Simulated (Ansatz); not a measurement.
Bi (A7 (α-As type), R-3m) is relaxed with LDA (plane waves, PAW; program Ansatz). What lattice parameters of the conventional cell result?

a = 4.493 Å, c = 11.498 Å.

Give the free coordinates with the occupied sites.

In one choice of origin and axes:

```json
[
 {"atom": "Bi", "site": "6c", "symmetry": "3m", "x": "0.0000", "y": "0.0000", "z": "0.2372"}
]
```

Symmetry was held in the LDA relaxation. Axis ratios of metals converge slowly with the k-mesh, so a and c are less sure than the volume. Scalar-relativistic: spin–orbit coupling is off unless named, which matters more the heavier the elements.

Potentials: the later of the program's two PAW sets.
